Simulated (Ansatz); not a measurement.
**What settings do to one calculation: Nb started on a Si site in chalcopyrite CdSiP2, 16 atoms, charge +1**

Ansatz (PAW, plane waves), atoms fixed. The base input:

```yaml
crystal:
  lattice:
    - [5.644728, -0.000031, -0.000014]
    - [-0.000031, 5.644728, -0.000014]
    - [-0.000025, -0.000025, 10.500629]
  atoms:
    - { symbol: Cd, position: [0.003295, 0.995064, 0.999860] }
    - { symbol: Cd, position: [0.999453, 0.498926, 0.250456] }
    - { symbol: Cd, position: [0.497968, 0.008567, 0.753340] }
    - { symbol: Cd, position: [0.496608, 0.496943, 0.498151] }
    - { symbol: Si, position: [0.997057, 0.998156, 0.502956] }
    - { symbol: Si, position: [0.499283, 0.505002, 0.998292] }
    - { symbol: Si, position: [0.001783, 0.499577, 0.750949] }
    - { symbol: Nb, position: [0.494278, 0.002389, 0.249813] }
    - { symbol: P, position: [0.293027, 0.252822, 0.124859] }
    - { symbol: P, position: [0.204928, 0.250680, 0.623557] }
    - { symbol: P, position: [0.706877, 0.748033, 0.122589] }
    - { symbol: P, position: [0.751987, 0.198812, 0.372490] }
    - { symbol: P, position: [0.255630, 0.788086, 0.376147] }
    - { symbol: P, position: [0.259195, 0.704176, 0.876283] }
    - { symbol: P, position: [0.790748, 0.750539, 0.624509] }
    - { symbol: P, position: [0.749465, 0.290967, 0.877110] }
kpoints:
  mp_grid: { grid: [2, 2, 2], shift: [0.5, 0.5, 0.5] }
hamiltonian:
  xc: pbesol
total_charge: 1
scf:
  occupations: { method: fermi_dirac, width: 0.01 }
output:
  forces: true
  eigenvalues: true
  populations: true
  charged_corrections: { epsilon: 10 }
```

Command:

```sh
ansatz run in.yaml --threads 8 --pin off --max-ram 13300MiB --runs-dir r --events-out ev --progress --plain
```

It converged in 8 iterations and 2.1 s of wall time on 8 threads of a Platinum 8488C processor, on a host shared with other runs; peak host memory 0.97 GiB; largest force component 1.91 eV/Å. The cutoff was the default, 420 eV. The base isn't a converged reference: it has few k points, and its atoms are unrelaxed. Each run below changes the keys shown and caps the iterations.

```tsv
run	changed	ending	iterations	free energy less the base (meV per atom)	rms change of forces (eV/Å)	change of pressure (GPa)	wall time (s, shared host)
1	n_extra_bands 4, max_iter 90, k points a 2×2×1 mesh centred on Γ	converged	9	21.7	0.115	–	1.4 CPU
2	width 0.001 eV, xc_grid 3 (2 is the default), max_iter 80	converged	8	0.0	0.000	–	1.8 CPU
3	mixing algorithm msr1, max_iter 90	converged	9	0.0	0.000	–	2.3 CPU
4	dispersion d3bj, mixing algorithm broyden, max_iter 50	converged	9	other zero	0.005	–	1.7 CPU
5	xc_grid 1 (2 is the default), width 0.2 eV, max_iter 60	converged	8	-4.4	0.037	–	1.7 CPU
6	max_iter 80, total_charge 3	converged	9	other zero	0.148	–	1.8 CPU
```

«Other zero»: another functional, charge or dispersion term moves the zero of energy, so the difference says nothing of accuracy.

Task: Which changes leave the result alone, and which of the same physical model moves the forces most?

Result: The forces move by under 0.002 eV/Å in runs 2, 3. Run 1 (n_extra_bands 4, max_iter 90, k points a 2×2×1 mesh centred on Γ) moves them most among the runs with the same functional, charge and dispersion term, by 0.115 eV/Å.
